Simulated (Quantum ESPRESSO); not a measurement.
## An isovalent swap in N2

Host, cell and atoms relaxed with PBE and no dispersion term (shieldings by PBE GIPAW (a modified build of Quantum ESPRESSO, JTH PAW datasets), 25 Ha, k-mesh 3×3×3 shifted, f-sum rule met within 0.016 %):

```
site                           site symmetry  σ_iso (ppm)
-----------------------------  -------------  -----------
N (atoms 1, 2, 3, 4, 5, 6, …)              3          -97
```

Its cell: a = b = c = 5.741 Å, α = β = γ = 90.00°.

Changed cell (atom 1 is the new one; 25 Ha, k-mesh 3×3×3 shifted):

```
CELL_PARAMETERS angstrom
      5.84341     0.02370     0.02370
      0.02370     5.84341     0.02370
      0.02370     0.02370     5.84341
ATOMIC_POSITIONS crystal
  P  0.04753 0.04753 0.04753
  N  0.90083 0.90083 0.90083
  N  0.45201 0.94767 0.54603
  N  0.57086 0.06997 0.46511
  N  0.54603 0.45201 0.94767
  N  0.46511 0.57086 0.06997
  N  0.94767 0.54603 0.45201
  N  0.06997 0.46511 0.57086
```
The cell was made here from a computed Materials Project entry: one of 8 N replaced by P, cell and atoms relaxed (PBE without dispersion, pw.x of Quantum ESPRESSO, symmetry kept). The parent is N2 in Pa-3; whether this form has been observed was not checked. The swapped cell is a model, not a known phase. Stability against distortions was not tested.

Shieldings are absolute and leave out the bulk-susceptibility term; a larger σ means a smaller chemical shift. By our sweeps, such settings leave a few ppm in absolute σ. No d partial waves on P: the paramagnetic term there is incompletely reconstructed.

What do the sites of the changed cell show?


```tsv
site	distance to atom 1 (Å)	σ_iso (ppm)	change from the host	span Ω (ppm)
P (atom 1)	–	-59	–	1517
N1 (atom 2)	1.50	-407	-311	1073
N2 (atoms 3, 5, 7)	3.80	-99	-2	644
N3 (atoms 4, 6, 8)	3.69	-98	-1	641
```
Ω = σ33 − σ11 is nil on cubic sites and else less certain than σ_iso.
The swap repeats in every cell, so this is an ordered compound and not a dilute impurity.
